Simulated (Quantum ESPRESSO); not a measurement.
## Band energies of AlN at -3 % isotropic strain

```
AlN
1.0
    0.00000     2.12272     2.12272
    2.12272     0.00000     2.12272
    2.12272     2.12272     0.00000
N Al
1 1
Direct
  0.25000   0.25000   0.25000
  0.00000   0.00000   0.00000
```

PBEsol (pw.x of Quantum ESPRESSO, ONCV potentials, no spin-orbit coupling); path ΓXWKΓLUWLK,UX; energies in eV from the valence-band maximum.

```
k (1/Å)  point  band 1  band 2  band 3  band 4  band 5  band 6  band 7
-------  -----  ------  ------  ------  ------  ------  ------  ------
0.00         Γ  -15.47    0.00    0.00    0.00    4.89   13.33   13.33
0.74            -14.20   -2.98   -1.05   -1.05    6.29   10.79   12.22
1.48         X  -12.38   -5.23   -1.89   -1.89    3.22    9.02   15.02
2.22         W  -12.31   -3.91   -3.79   -2.94    6.14   11.80   12.70
2.35            -12.33   -4.14   -3.73   -2.68    6.03   11.49   12.94
2.74         K  -12.40   -4.51   -3.95   -1.46    5.21   10.63   14.10
3.16            -13.00   -4.79   -3.07   -0.72    7.55   10.17   12.77
4.00            -15.23   -1.07   -0.27    0.00    5.79   12.79   13.43
4.31         Γ  -15.47    0.00    0.00    0.00    4.89   13.33   13.33
4.71            -15.09   -1.69   -0.12   -0.12    6.14   12.49   13.49
5.40            -13.32   -5.95   -0.47   -0.47    7.98   10.48   11.73
5.59         L  -13.11   -6.30   -0.50   -0.50    8.06   10.33   11.59
6.10            -12.77   -5.58   -2.38   -0.95    7.08   10.04   13.09
6.50         U  -12.40   -4.51   -3.95   -1.46    5.21   10.63   14.10
6.92            -12.32   -4.09   -3.72   -2.77    6.07   11.59   12.85
7.02         W  -12.31   -3.91   -3.79   -2.94    6.14   11.80   12.70
7.60            -12.80   -5.66   -2.12   -1.06    7.50    9.69   12.81
8.07         L  -13.11   -6.30   -0.50   -0.50    8.06   10.33   11.59
8.25            -13.07   -6.21   -0.81   -0.57    8.34    9.48   11.81
8.89            -12.44   -4.57   -3.93   -1.37    5.52   10.73   13.89
8.98         K  -12.40   -4.51   -3.95   -1.46    5.21   10.63   14.10
8.98         U  -12.40   -4.51   -3.95   -1.46    5.21   10.63   14.10
9.50         X  -12.38   -5.23   -1.89   -1.89    3.22    9.02   15.02
```

The PBEsol gap is indirect, 3.22 eV, from 87 % of the way from K to Γ to X; the smallest direct gap is 4.89 eV.

Geometry strained from the cell relaxed with PBEsol, atoms relaxed again.

This is not the ordinary phase of the substance; no match was found in the copy of COD used, and its stability was not checked.
